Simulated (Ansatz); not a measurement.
MnGePd: reading a single point

```
CELL_PARAMETERS angstrom
3.29465 5.70650 0.00000
-3.29465 5.70650 0.00000
0.00000 0.00000 3.55022
ATOMIC_POSITIONS crystal
Ge 0.33330 0.33340 0.00000
Ge 0.66670 0.66660 0.00000
Ge 0.00000 0.00000 0.50000
Pd 0.25890 0.74110 0.00000
Pd 0.74110 0.00000 0.00000
Pd 0.00000 0.25890 0.00000
Mn 0.59140 0.40860 0.50000
Mn 0.40860 0.00000 0.50000
Mn 0.00000 0.59140 0.50000
```

The numbers come from plane-wave PAW DFT (Ansatz): r2SCAN, no spin polarisation, 500 eV, 6×6×10 Γ-centred k points, gaussian occupations (width 0.23 eV). Nothing was relaxed.

**Charges.** Bader charges in e: Mn +0.57, Ge -0.17 to +0.23, Pd -0.53. In the mean Mn gives up most and Pd takes most.
**Contacts.** Ge–Pd at 2.46 Å: least valence density 0.45 e/Å³ and ELF 0.35 there. Ge–Mn at 2.67 Å: least valence density 0.28 e/Å³ and ELF 0.33 there. Pd–Mn at 2.82 Å: least valence density 0.24 e/Å³ and ELF 0.23 there. These are pseudo-fields; inside the PAW spheres they differ from the all-electron ones.
**Stress.** The pressure is -10.4 GPa (compression positive), so with the atoms held at these fractions the cell would first shrink. The principal stresses -11.7, -11.7, -7.6 GPa differ, so its shape would change too.
**Forces.** The largest is on Pd4 (and as large on other atoms): 0.35 eV/Å, components (0.35, 0.00, 0.00). It makes 134° with the line to a nearest neighbour, Ge3 at 2.46 Å.
**Electronic structure.** It is a metal, with about 14 states/eV a cell as the mean within 0.25 eV of the Fermi level, mostly Mn d (86 %).

Origin: a database entry at a rescaled volume. Caveats: no spin polarisation, so a magnetic state may lie lower; atoms or cell far from equilibrium; wide smearing.
